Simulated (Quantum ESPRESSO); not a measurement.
Field gradients of Ca4ClF7 from PBE PAW (JTH datasets; density from pw.x of a modified build of Quantum ESPRESSO, gradients reconstructed from it by a script), 25 Ha, k-mesh 4×4×4 through Γ:

```yaml
crystal:
  lattice:
    - [5.70202, 0.00000, 0.00000]
    - [0.00000, 5.70202, 0.00000]
    - [0.00000, 0.00000, 5.70202]
  atoms:
    - { symbol: Ca, position: [0.98710, 0.98710, 0.01290] }
    - { symbol: Cl, position: [0.25000, 0.25000, 0.75000] }
    - { symbol: F, position: [0.25000, 0.75000, 0.75000] }
    - { symbol: Ca, position: [0.98710, 0.51290, 0.48710] }
    - { symbol: F, position: [0.25000, 0.75000, 0.25000] }
    - { symbol: F, position: [0.25000, 0.25000, 0.25000] }
    - { symbol: Ca, position: [0.51290, 0.98710, 0.48710] }
    - { symbol: F, position: [0.75000, 0.25000, 0.25000] }
    - { symbol: F, position: [0.75000, 0.75000, 0.25000] }
    - { symbol: Ca, position: [0.51290, 0.51290, 0.01290] }
    - { symbol: F, position: [0.75000, 0.75000, 0.75000] }
    - { symbol: F, position: [0.75000, 0.25000, 0.75000] }
```
The cell was made here from a computed Materials Project entry: one of 8 F replaced by Cl, cell and atoms relaxed (PBE without dispersion, pw.x of Quantum ESPRESSO, symmetry kept). The parent is CaF2 in Fm-3m. The swapped cell is a model, not a known phase. Stability against distortions was not tested.

Vzz is the sum of three terms, each taken along its main axis: the smooth valence density, the ions (nucleus and frozen core) with the augmentation charges of all other spheres, and the all-electron minus smooth density in the atom's own sphere. The split hangs on the datasets.  Cores are frozen. Against all-electron runs on small test molecules, this scheme's |Vzz| missed by −6 to +4 % (−29 % in KF) on F. Ca had no test against all-electron runs.

```
site                    smooth valence density  ions and other spheres  own sphere  Vzz (a.u.)
----------------------  ----------------------  ----------------------  ----------  ----------
Ca (atoms 1, 4, 7, 10)                  -0.033                   0.037  (withheld)  (withheld)
F1 (atoms 3, 6, 12)                     -0.025                  -0.005  (withheld)  (withheld)
F2 (atoms 5, 8, 11)                     -0.030                   0.051  (withheld)  (withheld)
```

Some entries are withheld; supply them.


- Ca (atoms 1, 4, 7, 10), own sphere: -0.149
- Ca (atoms 1, 4, 7, 10), Vzz (a.u.): -0.145
- F1 (atoms 3, 6, 12), own sphere: -0.177
- F1 (atoms 3, 6, 12), Vzz (a.u.): -0.207
- F2 (atoms 5, 8, 11), own sphere: 0.105
- F2 (atoms 5, 8, 11), Vzz (a.u.): 0.126
